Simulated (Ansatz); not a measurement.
The calculation used Ansatz 0.2.0, DFT PBE, scalar-relativistic, plane waves, PAW. Settings of the last relaxation (12-atom cell): 420 eV, 8×8×2 k points, Gaussian smearing of 0.02 eV, no spin polarisation.

Formation energies are uncorrected and count from the elements' standard states at the same level.

Q: Suggest a trial structure for a tetragonal semiconductor that holds S and 2 more elements, with a gap near 1.3 eV, a formation energy near −0.79 eV/atom and a density near 4.22 g/cm³, in a cell of 12 atoms.

A: MgCd₅S₆, space group P-4m2 (No. 115). Around Mg lie 4 S at 2.48 Å; around Cd on a site of symmetry 2mm lie 4 S at 2.56–2.57 Å; around Cd on a second site of symmetry 2mm lie 4 S at 2.56 Å; S on its first site is surrounded by 2 Mg at 2.48 Å and 2 Cd at 2.57 Å; 3 more sites not described.

```xyz
12
Lattice="4.1680 0.0000 0.0000 0.0000 4.1680 0.0000 0.0000 0.0000 17.6201" Properties=species:S:1:pos:R:3 pbc="T T T"
Mg    2.0840    2.0840    0.0000
Cd    0.0000    0.0000   14.7816
Cd    0.0000    0.0000    2.8384
Cd    2.0840    2.0840    5.8244
Cd    0.0000    0.0000    8.8100
Cd    2.0840    2.0840   11.7957
S     2.0840    0.0000    1.3409
S     0.0000    2.0840    4.3320
S     2.0840    0.0000    7.3172
S     0.0000    2.0840   10.3028
S     2.0840    0.0000   13.2881
S     0.0000    2.0840   16.2792
```

* Volume per atom: 25.51 Å³
* Density: 4.22 g/cm³
* Formation energy: −0.786 eV/atom
* Gap on the 8×8×2 mesh of the 12-atom cell: 1.30 eV

The cell was found from a structure generator's guess, not taken from experiment. Other answers may fit too; this one was computed.

Kohn–Sham gaps at this level usually fall short of measured ones. The reference form of S is held partly by dispersion forces, which this level lacks. A structure relaxed within its symmetry needn't be a true minimum.
